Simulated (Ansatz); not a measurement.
ZrSe2 (fluorite, Fm-3m) at seven volumes, DFT-PBE in the program Ansatz with PAW potentials, scaled uniformly. One row is withheld.

```
V (Å³/atom)  P (GPa)
-----------  -------
21.781          9.49
22.499             ?
23.217          2.69
23.935          0.00
24.653         -2.33
25.371         -4.34
26.089         -6.06
```

**Question.** Fit the shown pressures and predict the withheld one.

**Answer.** P = (3/2)B₀(x^(7/2) − x^(5/2))[1 + (3/4)(B′ − 4)(x − 1)] with x = (V₀/V)^(2/3). Least squares on the six rows gives V₀ = 23.933 Å³/atom, B₀ = 83.5 GPa, B′ = 3.98. At V = 22.499, x = 1.0421 and P = 5.83 GPa. The run itself gave 5.82 GPa.

A made-up cell: these elements were put on the sites of a structure type; neither database checked (COD, Materials Project) lists it. COD files the formula under space group No. 164, so this cell is another polymorph or a model. Whether it is the stable phase at ambient conditions was not checked. The cell was relaxed with PBE under the symmetry of its start; its stability against distortions is not shown here. The run is not spin-polarised.

Potentials: the later of the program's two PAW sets.
